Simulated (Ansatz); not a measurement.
A geometry of Ca away from equilibrium: the start of the relaxation of a relaxed Ca cell, doubled along one cell vector, shaken by Gaussian noise of σ = 0.08 Å a coordinate. The numbers are results of r2SCAN (plane waves to 500 eV, PAW, scalar-relativistic; Ansatz, an electronic-structure program), not measurements. Γ-centred k-mesh 5×10×10 on the run's cell (coarser than for final values), Fermi–Dirac smearing 0.05 eV.

```xyz
2
Lattice="-4.4246 4.4246 4.4246 2.2123 -2.2123 2.2123 2.2123 2.2123 -2.2123" Properties=species:S:1:pos:R:3 pbc="T T T"
Ca    -0.0430     0.0582    -0.0936
Ca    -2.1101     2.2416     2.3573
```

Problem. Predict the force on each atom, in eV/Å.

Solution. 
```json
[
 {"atom": "Ca1", "Fx": "0.15", "Fy": "0.17", "Fz": "0.20"},
 {"atom": "Ca2", "Fx": "-0.15", "Fy": "-0.17", "Fz": "-0.20"}
]
```

Problem. What is the pressure?

Solution. +0.1 GPa, compression positive.

Problem. How far above the relaxed end point is this geometry?

Solution. 0.02 eV/atom; the path ends in Immm (No. 71) at a tolerance of 0.01 Å, Im-3m (No. 229) at 0.1 Å.

No spin polarisation in the result.

The run could not lose the symmetry of its start, so the end can be a saddle point.

The end of the path is a generated cell of Ca: the first start was made by placing the elements on the sites of a structure type, and the end was not matched to a known phase here, so it may be hypothetical. Known forms of Ca include space group No. 225.
